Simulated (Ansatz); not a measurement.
A relaxed structure of WC is spoiled in several ways and relaxed again each time (squeezed and stretched starts keep its symmetry, which their runs cannot lower; pressure is positive under compression). Calculation: PBEsol (plane waves to 420 eV, PAW, scalar-relativistic; Ansatz, a program for electronic structure).

```cif
data_CW
_chemical_formula_sum 'W1 C1'
_space_group_name_H-M_alt 'P-6m2'
_space_group_IT_number 187
_space_group_name_Hall 'P -6 2'
_cell_length_a 2.89847
_cell_length_b 2.89847
_cell_length_c 2.82773
_cell_angle_alpha 90.000
_cell_angle_beta 90.000
_cell_angle_gamma 120.000
loop_
_atom_site_label
_atom_site_type_symbol
_atom_site_symmetry_multiplicity
_atom_site_Wyckoff_symbol
_atom_site_fract_x
_atom_site_fract_y
_atom_site_fract_z
_atom_site_occupancy
W1 W 1 a 0.00000 0.00000 0.00000 1
C1 C 1 f 0.66667 0.33333 0.50000 1
```

Task: One start gave a first pressure of -42 GPa, a largest first force of 0.0 eV/Å and released 0.23 eV/atom. Which change was it?
(A) deformed by the Cartesian strain tensor (xx, yy, zz, yz, xz, xy) = (0.017, 0.187, 0.091, 0.108, 0.107, -0.003)
(B) stretched uniformly to 115 % of its volume

Result: B, stretched uniformly to 115 % of its volume. All starts:

| change | first pressure (GPa) | largest first force (eV/Å) | released (eV/atom) | moves | outcome | final group | E − E(parent) (eV/atom) |
|---|---|---|---|---|---|---|---|
| stretched uniformly to 115 % of its volume | -42 | 0.0 | 0.23 | 8 | returns to the parent | P-6m2 | 0.00 |
| deformed by the Cartesian strain tensor (xx, yy, zz, yz, xz, xy) = (0.017, 0.187, 0.091, 0.108, 0.107, -0.003) | -42 | 1.4 | 1.15 | 12 | returns to the parent | P-6m2 | 0.00 |

First-step values come from each run's starting, coarser k-mesh (9×9×8, 9×8×8). The runs use different k-meshes, so differences are rounded accordingly. No spin polarisation in the result.
